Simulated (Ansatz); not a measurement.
Relaxed-ion elastic tensor of BiB (rock salt, space group No. 225) in GPa (Voigt order), the program Ansatz at the PBE level (PAW); density 9.94 g/cm³, 18.37 Å³ per atom.

```
 156  43.7  43.7   0.0   0.0   0.0
43.7   156  43.7   0.0   0.0   0.0
43.7  43.7   156   0.0   0.0   0.0
 0.0   0.0   0.0  37.2   0.0   0.0
 0.0   0.0   0.0   0.0  37.2   0.0
 0.0   0.0   0.0   0.0   0.0  37.2
```

Q: Is the crystal mechanically stable?

A: Yes: the smallest eigenvalue of C is 37.2 GPa.

Q: Work out the Voigt, Reuss and Hill averages.

A: K_V = 81.2, K_R = 81.2, K_H = 81.2; G_V = 44.8, G_R = 43.0, G_H = 43.9 GPa.

Q: Give Young's modulus, Poisson's ratio, Pugh's ratio and the universal anisotropy index.

A: E = 9KG/(3K + G) = 112 GPa; ν = 0.27; K/G = 1.85 (near the Pugh limit of 1.75, no verdict); A_U = 5G_V/G_R + K_V/K_R − 6 = 0.21.

Q: Estimate the sound speeds and the Debye temperature.

A: v_l = √((K + 4G/3)/ρ) = 3750 m/s, v_t = √(G/ρ) = 2100 m/s, mean 2340 m/s; Θ = (h/k)(3n/4πV)^(1/3) v_m = 264 K.

Q: Give the Zener ratio and Young's modulus along [100], [110] and [111].

A: A = 2C44/(C11 − C12) = 0.66; 1/E = S11 − 2(S11 − S12 − S44/2)Γ with Γ = 0, 1/4, 1/3 gives 137, 105, 96.9 GPa.

Q: Solve the Christoffel equation for the three sound speeds along [100], [110], [111].

A: Eigenvalues of C_ijkl n_j n_l equal ρv². In km/s, slowest first: [100] 1.94, 1.94, 3.96; [110] 1.94, 2.38, 3.72; [111] 2.24, 2.24, 3.63.

Space group Fm-3m (rock salt). The cell is a constructed one: a structure type filled with these elements; neither database checked (COD, Materials Project) lists it. Its standing as an ambient phase is unchecked. The cell was relaxed with PBE under the symmetry of its start; of distortions, only those at the zone centre were tested. As this level gives no gap, shear constants depend on the k-mesh and smearing (Fermi–Dirac, 0.1 eV here). Spin–orbit coupling is left out wherever it is not named.

Potentials: the later of the program's two PAW sets.
